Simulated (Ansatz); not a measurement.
A geometry of Zn away from equilibrium: step 2 of the relaxation of a relaxed Zn cell, doubled along one cell vector, shaken by Gaussian noise of σ = 0.08 Å a coordinate. All values below come from PBE (plane waves to 420 eV, PAW, scalar-relativistic; Ansatz, a program for electronic structure). Γ-centred k-mesh 4×8×11 on the run's cell (coarser than for final values), Fermi–Dirac smearing 0.05 eV.

```
CELL_PARAMETERS angstrom
     10.05496     0.00601     0.00275
     -2.51114     4.35106    -0.00023
      0.00080     0.00031     2.93589
ATOMIC_POSITIONS crystal
  Zn 0.99198 0.99587 0.51786
  Zn 0.49610 0.99709 0.48667
  Zn 0.24365 0.99200 0.95814
  Zn 0.74448 0.00956 0.04982
  Zn 0.99560 0.49362 0.96507
  Zn 0.49893 0.49440 0.03169
  Zn 0.25213 0.50755 0.02659
  Zn 0.74431 0.49950 0.04822
```

Problem. What forces act on the atoms (eV/Å)?

Solution. 
| atom | Fx | Fy | Fz |
|---|---|---|---|
| Zn1 | 0.06 | 0.01 | 0.01 |
| Zn2 | -0.03 | -0.01 | 0.04 |
| Zn3 | -0.07 | 0.30 | -0.05 |
| Zn4 | 0.14 | -0.34 | 0.03 |
| Zn5 | 0.00 | 0.04 | -0.03 |
| Zn6 | -0.25 | -0.05 | 0.00 |
| Zn7 | -0.01 | -0.22 | -0.01 |
| Zn8 | 0.15 | 0.26 | 0.02 |

Problem. What is the pressure?

Solution. +0.4 GPa, compression positive.

Problem. How far above the relaxed end point is this geometry?

Solution. 0.09 eV/atom; the path ends in P-1 (No. 2) at a tolerance of 0.01 Å, C2/m (No. 12) at 0.1 Å.

No spin polarisation in the result.

The end of the path is a generated cell of Zn: the first start was made by a random draw of sites in a space group, and the end was not matched to a known phase here, so it may be hypothetical. Known forms of Zn include space group No. 194.
